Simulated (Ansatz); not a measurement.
**TiC₂S₂N₂: single run (Ansatz)**

The input file (Ansatz 0.2.0, plane waves):

```yaml
crystal:
  lattice:
    - [0.0, 3.64996512, 0.0]
    - [5.29862591, -1.82498256, 0.0]
    - [1.86995532, 0.0, -5.92749138]
  atoms:
    - { symbol: Ti, position: [0.0, 0.0, 0.0] }
    - { symbol: "N", position: [0.8675, 0.735, 0.8301] }
    - { symbol: "N", position: [0.1325, 0.265, 0.1699] }
    - { symbol: C, position: [0.7633, 0.5266, 0.7914] }
    - { symbol: C, position: [0.2367, 0.4734, 0.2086] }
    - { symbol: S, position: [0.6222, 0.2444, 0.7457] }
    - { symbol: S, position: [0.3778, 0.7556, 0.2543] }
  symmetry: { tolerance: 0.0003 }
kpoints:
  mp_grid: { grid: [5, 5, 3], shift: [0, 0, 0] }
magnetization:
  spin_polarized: false
scf:
  occupations: { method: gaussian, width: 0.1257 }
  NELM: 0.3
  max_iter: 100
hamiltonian:
  pseudopotentials: { kind: paw }
  xc: pbe
basis:
  ecutwfc: 420
output:
  forces: true
  stress: true
  eigenvalues: true
```

Run with:

```bash
ansatz run input.yaml --threads 1 --pin off --max-ram 2560MiB --backend cpu --events-out ev --progress --plain --runs-dir out
```

Origin of the cell: a known structure type with other elements, at an estimated volume, so it need not be a known compound.

Output:

```
Error: YAML parse error: error: line 21 column 3: unknown field `NELM`, expected one of max_iter, algorithm, n_extra_bands, self_checks, convergence, lower_state_search, omitted_lower_state_checks, lower_solution_reach, mixing, occupations, eigensolver, initial_density, exx
  --> <input>:21:3
   |
19 | scf:
20 |   occupations: { method: gaussian, width: 0.1257 }
21 |   NELM: 0.3
   |   ^ unknown field `NELM`, expected one of max_iter, algorithm, n_extra_bands, self_checks, convergence, lower_state_search, omitted_lower_state_checks, lower_solution_reach, mixing, occupations, eigensolver, initial_density, exx
22 |   max_iter: 100
23 | hamiltonian:
   |
```

Q: What went wrong?

A: It holds a keyword of another program: `scf.NELM` typed as 0.3. The input was rejected before any iteration.
